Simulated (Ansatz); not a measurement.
Space group P-3m1 (No. 164). a = 5.701 Å, b = 5.701 Å, c = 4.603 Å, α = 90.00°, β = 90.00°, γ = 120.00°
| atom | site | symmetry | x | y | z |
| --- | --- | --- | --- | --- | --- |
| K | 2d | 3m. | 0.3333 | 0.6667 | 0.7003 |
| Ti | 1a | -3m. | 0.0000 | 0.0000 | 0.0000 |
| F | 6i | .m. | 0.1576 | 0.8424 | 0.2265 |

Equation of state of this K2TiF6 structure (not necessarily the ground state), with shape and atoms relaxed at each volume where symmetry leaves them free. Method: DFT r2SCAN, scalar-relativistic, plane waves, PAW (Ansatz).

Plane waves to 500 eV, a k mesh through Γ of 6×6×6 on the computed 9-atom cell and Gaussian smearing (0.02 eV); no spin polarisation.

```json
{"V (Å³/atom)": "13.532", "E − E(largest V) (meV/atom)": "1.55", "P (GPa)": "2.51", "gap on mesh (eV)": "5.49"}
{"V (Å³/atom)": "13.963", "E − E(largest V) (meV/atom)": "-3.26", "P (GPa)": "1.14", "gap on mesh (eV)": "5.48"}
{"V (Å³/atom)": "14.395", "E − E(largest V) (meV/atom)": "-4.72", "P (GPa)": "-0.01", "gap on mesh (eV)": "5.48"}
{"V (Å³/atom)": "14.827", "E − E(largest V) (meV/atom)": "-3.44", "P (GPa)": "-0.88", "gap on mesh (eV)": "5.47"}
{"V (Å³/atom)": "15.259", "E − E(largest V) (meV/atom)": "0.00", "P (GPa)": "-1.62", "gap on mesh (eV)": "5.47"}
```

Question: Fit a third-order Birch–Murnaghan equation to E(V).

Answer: V0 = 14.39 Å³/atom, B0 = 33 GPa, B0' = 6.2.

Cost: 5 runs of about 7.5 core-minutes in all, on Arm Neoverse V2 (shared hosts).